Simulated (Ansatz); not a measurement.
BePd (CsCl type, space group No. 221) under volume change, DFT-PBEsol in the program Ansatz with PAW potentials, scaled uniformly.

```csv
V (Å³/atom),E − E(relaxed) (meV/atom),P (GPa)
9.961,63.1,22.37
10.289,26.4,13.64
10.618,[?],[?]
10.946,0.0,0.02
11.274,5.5,-5.25
11.603,[?],[?]
11.931,44.8,-13.46
```

**Question.** Complete the blanks.

**Answer.** 
- 11.603, E − E(relaxed) (meV/atom): 21.0
- 11.603, P (GPa): -9.70
- 10.618, E − E(relaxed) (meV/atom): 6.3
- 10.618, P (GPa): 6.26

**Question.** What does a third-order Birch–Murnaghan fit give for V₀, B₀ and B′?

**Answer.** V₀ = 10.95 Å³/atom, B₀ = 191 GPa, B′ = 4.6.

Space group Pm-3m (CsCl type). The first step of the workflow began from a Materials Project structure, measured or hypothetical; the Crystallography Open Database files this formula in space group No. 221, but the cells were not matched. Its standing as an ambient phase is unchecked. The PBEsol relaxation kept the symmetry of its start; of distortions, only those at the zone centre were tested. The run is not spin-polarised.

Potentials: the later of the program's two PAW sets.
